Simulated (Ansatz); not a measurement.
# Eigenvalues along a path: La$_{2}$C (CdCl2 type)

```
C La
1.0
     1.61439   -0.93207    5.29527
     0.00000    1.86414    5.29527
    -1.61439   -0.93207    5.29527
C La
1 2
Direct
  0.00000 0.00000 0.00000
  0.24232 0.24232 0.24232
  0.75768 0.75768 0.75768
```

The cell comes from a relaxation on PAW files under the same functional, begun from a prototype that needn't be the stable phase.

All numbers are PBEsol results (scalar-relativistic) from Ansatz 0.2.0, with a Γ-centred 11×11×11 k mesh, Fermi–Dirac smearing of 0.05 eV, no spin polarisation. Methods: LAPW: all electrons, basis error target 0.5 meV/atom.

This run: volume at 0.6 of the series' base cell.

Spin–orbit coupling is left out, which matters for the heavy atoms.

Path points, in fractions of the reciprocal vectors: Γ (0.000, 0.000, 0.000), T (0.500, 0.500, 0.500), H2 (0.813, 0.187, 0.500), H0 (0.500, -0.187, 0.187), L (0.500, 0.000, 0.000), S0 (0.344, -0.344, 0.000), S2 (0.656, 0.000, 0.344), F (0.500, 0.000, 0.500). The distance column jumps between branches of the path. Levels in eV from the Fermi level; bands 22 to 37, counted from the lowest band of the run. The gap is zero, the pressure 39.8 GPa.

```
# k(1/Å) point b22 b23 b24 b25 b26 b27 b28 b29 b30 b31 b32 b33 b34 b35 b36 b37
0.000 Γ -18.91 -14.40 -14.40 -13.84 -13.79 -13.79 -7.76 -3.51 -2.14 -2.14 0.36 0.85 1.48 1.48 1.67 1.80
0.148 - -18.76 -14.39 -14.39 -14.13 -13.80 -13.80 -7.53 -3.49 -2.11 -2.11 0.09 0.63 1.51 1.51 1.67 1.85
0.297 - -18.32 -14.86 -14.37 -14.37 -13.82 -13.82 -7.03 -3.40 -2.03 -2.03 -0.69 0.68 1.48 1.48 1.69 1.82
0.445 - -17.66 -15.78 -14.35 -14.35 -13.85 -13.85 -6.55 -3.23 -1.95 -1.95 -1.42 0.70 1.32 1.32 1.90 1.93
0.593 T -17.01 -16.53 -14.34 -14.34 -13.87 -13.87 -6.36 -3.10 -1.91 -1.91 -1.77 0.69 1.24 1.24 1.99 1.99
0.898 - -16.94 -16.77 -14.82 -14.72 -14.27 -13.96 -6.81 -2.49 -1.98 -1.83 -1.38 -0.35 1.39 1.49 1.77 2.24
1.202 - -17.58 -17.13 -15.67 -14.93 -14.82 -14.44 -7.84 -2.93 -2.05 -2.01 -0.39 -0.38 1.53 1.57 2.33 2.75
1.506 - -18.21 -17.79 -16.09 -15.44 -15.13 -14.76 -8.48 -3.80 -1.97 -1.74 0.07 0.26 1.38 2.10 2.60 3.08
1.810 H2 -18.08 -17.76 -16.94 -16.25 -15.02 -14.99 -8.30 -3.80 -1.92 -1.43 0.52 1.01 1.52 2.28 2.68 2.80
2.230 H0 -18.08 -17.76 -16.94 -16.25 -15.02 -14.99 -8.30 -3.80 -1.92 -1.43 0.52 1.01 1.52 2.28 2.68 2.80
2.412 - -17.84 -17.43 -17.30 -16.45 -15.23 -14.98 -8.01 -3.32 -1.92 -1.89 1.01 1.16 1.52 1.95 1.98 2.98
2.594 - -17.82 -17.80 -16.65 -16.27 -15.27 -15.04 -7.87 -3.07 -2.31 -1.77 0.20 0.49 1.41 2.36 2.54 2.93
2.776 - -18.04 -17.93 -16.15 -16.00 -15.16 -14.99 -7.98 -3.89 -1.75 -1.47 -0.40 -0.21 1.68 2.45 2.63 2.90
2.959 L -18.12 -17.98 -16.14 -15.65 -15.28 -14.78 -8.09 -4.28 -1.51 -1.25 -0.75 -0.25 1.99 2.18 2.30 3.01
3.244 - -17.76 -17.45 -17.02 -15.17 -14.84 -14.64 -7.87 -3.88 -1.76 -1.29 -0.76 0.25 1.70 2.20 2.50 2.65
3.529 - -18.05 -16.59 -16.13 -14.88 -14.30 -14.14 -7.45 -3.09 -2.09 -1.51 -0.51 0.52 0.86 2.06 2.43 2.49
3.814 - -18.68 -15.19 -14.59 -14.55 -13.94 -13.82 -7.45 -3.01 -2.42 -1.92 0.19 0.46 0.97 1.70 1.98 2.11
4.099 Γ -18.91 -14.40 -14.40 -13.84 -13.79 -13.79 -7.76 -3.51 -2.14 -2.14 0.36 0.85 1.48 1.48 1.67 1.80
4.434 - -18.62 -15.39 -14.91 -14.64 -14.04 -13.75 -7.40 -2.80 -2.62 -1.80 0.23 0.49 0.78 1.61 2.05 2.21
4.768 - -17.82 -16.77 -16.68 -15.44 -14.87 -13.87 -7.41 -2.50 -2.21 -1.68 -0.53 0.14 0.89 1.73 2.04 2.70
5.103 - -17.72 -17.32 -17.08 -16.11 -15.97 -14.31 -7.75 -3.04 -2.00 -1.53 0.00 0.70 1.01 1.38 2.46 3.03
5.437 S0 -18.07 -17.45 -17.34 -16.18 -15.17 -14.93 -8.24 -3.57 -2.31 -1.29 0.45 1.55 1.74 1.74 2.67 2.83
5.839 S2 -18.07 -17.45 -17.34 -16.18 -15.17 -14.93 -8.24 -3.57 -2.31 -1.29 0.45 1.55 1.74 1.74 2.67 2.83
5.991 - -18.40 -17.74 -16.92 -15.64 -15.19 -14.76 -8.51 -3.48 -2.68 -1.41 -0.69 1.47 2.17 2.30 2.62 2.83
6.143 - -18.67 -17.99 -16.37 -15.39 -15.00 -14.46 -8.81 -3.13 -3.11 -1.85 -1.84 1.04 2.47 2.60 2.72 2.86
6.295 - -18.84 -18.15 -15.88 -15.52 -14.47 -14.31 -9.09 -3.55 -2.72 -2.52 -2.22 0.31 2.69 2.76 2.86 2.95
6.447 F -18.90 -18.21 -15.68 -15.56 -14.27 -14.26 -9.20 -3.76 -2.93 -2.34 -2.26 -0.10 2.77 2.83 2.92 2.96
```
